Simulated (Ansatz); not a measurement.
**Relaxing a structure of ZnSnP$_{2}$**

The start is a relaxed ZnSnP2 cell with every coordinate shifted by Gaussian noise of σ = 0.3 Å. The structure is fully relaxed (lattice and positions, P = 0) with PBE (plane waves to 420 eV, PAW, scalar-relativistic; Ansatz, an electronic-structure program). The first steps use a coarse 5×5×6 k-mesh.

Input geometry:
```
CELL_PARAMETERS angstrom
     -2.85117     2.85117     5.71777
      2.85117    -2.85117     5.71777
      2.85117     2.85117    -5.71777
ATOMIC_POSITIONS crystal
  Zn 0.61290 0.11941 0.38436
  Zn 0.03757 0.04705 0.04332
  Sn 0.25236 0.77280 0.44254
  Sn 0.37839 0.39342 0.79883
  P  0.06572 0.16104 0.47024
  P  0.69965 0.55843 0.43363
  P  0.40226 0.85478 0.97114
  P  0.84910 0.30291 0.01544
```

```yaml
energy_released: about 1.7 eV/atom
relative_to_the_parent: It relaxes back to the parent, I-42d (No. 122)
optimiser_moves: 8
```

Final values are on a 8×8×8 k-mesh of the relaxed cell. The start holds a very short contact (P–Zn 1.72 Å). No spin polarisation in the result.
